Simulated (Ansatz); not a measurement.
SnO₂:
```xyz
12
Lattice="-3.2001 3.3648 3.3648 3.2001 -3.3648 3.3648 3.2001 3.3648 -3.3648" Properties=species:S:1:pos:R:3 pbc="T T T"
Sn     0.0000     5.0473     1.6822
Sn     3.2001    -1.6824     1.6827
Sn     1.6000     1.6824     1.6824
Sn    -1.6000     1.6824     1.6824
O      1.6002     1.6824    -0.3762
O      1.5998     1.6824     3.7411
O      4.7999     1.6824    -0.3762
O     -1.5998     1.6824     3.7411
O      3.2001     2.9886     1.6827
O      0.0000     0.3762     1.6822
O      3.2001     0.3762     1.6827
O      0.0000     2.9886     1.6822
```

Relaxed with r²SCAN.

Give the optical modes at the zone centre with their infrared activity from DFPT, the program Ansatz at the r²SCAN level (PAW).

Transverse frequencies, without the LO–TO term; a row sums one degenerate level.

| ω (cm⁻¹) | degeneracy | IR ((D/Å)²/amu) | activity |
|---|---|---|---|
| 105 | 1 | 0.00 | IR-inactive |
| 105 | 1 | 0.00 | IR-inactive |
| 120 | 1 | 0.00 | IR-inactive |
| 151 | 1 | 0.00 | IR-inactive |
| 204 | 1 | 0.00 | IR-inactive |
| 204 | 1 | 0.00 | IR-inactive |
| 241 | 1 | 19.16 | IR |
| 241 | 1 | 19.30 | IR |
| 242 | 1 | 0.00 | IR-inactive |
| 242 | 1 | 0.04 | IR |
| 264 | 1 | 0.00 | IR-inactive |
| 264 | 1 | 0.00 | IR-inactive |
| 284 | 1 | 7.33 | IR |
| 284 | 1 | 7.28 | IR |
| 307 | 1 | 0.00 | IR-inactive |
| 307 | 1 | 0.00 | IR-inactive |
| 373 | 1 | 0.00 | IR-inactive |
| 458 | 1 | 75.45 | IR |
| 464 | 1 | 0.00 | IR-inactive |
| 464 | 1 | 0.00 | IR-inactive |
| 519 | 1 | 0.00 | IR-inactive |
| 519 | 1 | 0.00 | IR-inactive |
| 561 | 1 | 0.00 | IR-inactive |
| 564 | 1 | 0.00 | IR-inactive |
| 564 | 1 | 0.00 | IR-inactive |
| 568 | 1 | 0.00 | IR-inactive |
| 568 | 1 | 0.00 | IR-inactive |
| 596 | 1 | 42.48 | IR |
| 596 | 1 | 42.24 | IR |
| 623 | 1 | 0.00 | IR-inactive |
| 718 | 1 | 0.00 | IR-inactive |
| 718 | 1 | 0.00 | IR-inactive |
| 763 | 1 | 0.00 | IR-inactive |

How high does the top mode go among those that the LO–TO term moves?

681 cm⁻¹ for q along x, 741 cm⁻¹ for q along y, 742 cm⁻¹ for q along z.

Space group P4_2/mnm (rutile). The cell was relaxed with r²SCAN under the symmetry of its start. Scalar-relativistic: spin–orbit coupling is off unless named, which matters more the heavier the elements.

Potentials: the earlier of the program's two PAW sets.
